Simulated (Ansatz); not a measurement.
A trial structure of LiAlAuC6N6 was built thus: cyanide-bridged rock-salt net of two metals, 1 guest cations a cell (F-43m, No. 216). Lengths were set from tabulated atomic sizes, so they are only a guess.

```cif
data_structure
_symmetry_space_group_name_H-M 'F-43m'
_symmetry_Int_Tables_number 216
_cell_length_a 10.0990
_cell_length_b 10.0990
_cell_length_c 10.0990
_cell_angle_alpha 90.000
_cell_angle_beta 90.000
_cell_angle_gamma 90.000
_cell_volume 1030.00
loop_
_atom_site_label
_atom_site_type_symbol
_atom_site_symmetry_multiplicity
_atom_site_Wyckoff_symbol
_atom_site_fract_x
_atom_site_fract_y
_atom_site_fract_z
_atom_site_occupancy
Li1 Li 4 c 0.25000 0.25000 0.25000 1
Al1 Al 4 b 0.50000 0.00000 0.00000 1
C1 C 24 f 0.18982 0.00000 0.00000 1
Au1 Au 4 a 0.00000 0.00000 0.00000 1
N1 N 24 f 0.30567 0.00000 0.00000 1
```

Level of theory: DFT PBE, scalar-relativistic, plane waves, PAW (Ansatz 0.2.0). Cutoff 420 eV, Gaussian smearing, Γ-centred meshes. Cell and atoms relax first on a coarse mesh and then on a finer one. In between, the cell is made exact in the group found at 0.06 Å. In metals the finer mesh still leaves noise of several meV/atom or more. The steps can't lower the symmetry of their start. Collinear spin is switched on along the way, since trial moments persisted in a coarse test.

A guess keeps its type if space group and coordination stay and the shape of the cell changes little (axis ratios within about 15 %, angles within 6°); the volume may change.

Question: Does this structure survive the relaxation?

Answer: It keeps its type. The symmetry stays F-43m (No. 216). The volume per atom grows by 28.0 %, from 17.2 to 22.0 Å³. The shortest distance stays 1.17 Å (C–N). Counting neighbours within 15 % of an atom's shortest distance, the start has Al 6, Au 6, C 1, Li 24, N 1 and the end Al 6, Au 6, C 1, Li 24, N 1.

The zero of energy is the elements' standard structures at the same level (N₂ as a molecule); no fitted shifts are applied.

Question: At what energy does it end?

Answer: +0.41 eV/atom. A positive value: parting into the elements would lower its energy.

The last run used collinear spin, a 6×6×6 mesh for its 15-atom cell and Gaussian smearing of 0.10 eV. These runs have no spin–orbit coupling, which can matter for Au. The reference form of C is held partly by dispersion forces, which this level lacks. The magnetic state reached may not be the lowest. Symmetry constrained the relaxation, so the result can be a saddle point.
